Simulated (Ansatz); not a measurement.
# Computed properties of Ta₂Se

Ta$_{2}$Se:
```
CELL_PARAMETERS angstrom
      3.33478     0.00000     0.00000
      0.00000     3.33478     0.00000
      0.00000     0.00000     9.68390
ATOMIC_POSITIONS crystal
  Ta 0.50000 0.00000 0.75602
  Ta 0.00000 0.50000 0.24398
  Ta 0.00000 0.50000 0.92331
  Ta 0.50000 0.00000 0.07669
  Se 0.00000 0.50000 0.63340
  Se 0.50000 0.00000 0.36660
```

Space group P4/nmm (No. 129); conventional cell a = 3.3348 Å, b = 3.3348 Å, c = 9.6839 Å, α = 90.00°, β = 90.00°, γ = 90.00°.

Method: plane-wave PAW LDA (Ansatz code). Geometry: relaxed at this level of theory. Other levels are named where they apply.

### Cell and energy

* **Volume per atom**: 17.95 Å³
* **Density**: 13.60 g/cm³
* **Formation energy from the elements (no fitted shifts)**: -0.49 eV/atom

### Electronic structure

* **Electronic character**: metallic (no gap)
* **Density of states at the Fermi level**: 0.53 states/eV per atom (mean over ±0.08 eV)

### Phonons

- Highest zone-centre frequency: 218 cm⁻¹
- Zone-centre stability: no imaginary mode at Γ

The workflow started from a Materials Project entry (that database holds measured and hypothetical structures alike); the Crystallography Open Database files this formula in space group No. 129, but the cells were not matched. Its standing as an ambient phase is unchecked. Symmetry was held in the LDA relaxation. No spin polarisation was allowed. A crystal of weakly bound layers computed without a dispersion correction: the cell and the soft elastic constants depend strongly on that. As this level gives no gap, phonon frequencies hold no LO–TO term and depend on the k-mesh and smearing (Fermi–Dirac, 0.1 eV here). The references are the lowest solids computed at this level, not always the standard phases. Scalar-relativistic: spin–orbit coupling is off unless named, which matters more the heavier the elements.

Potentials: the later of the program's two PAW sets.
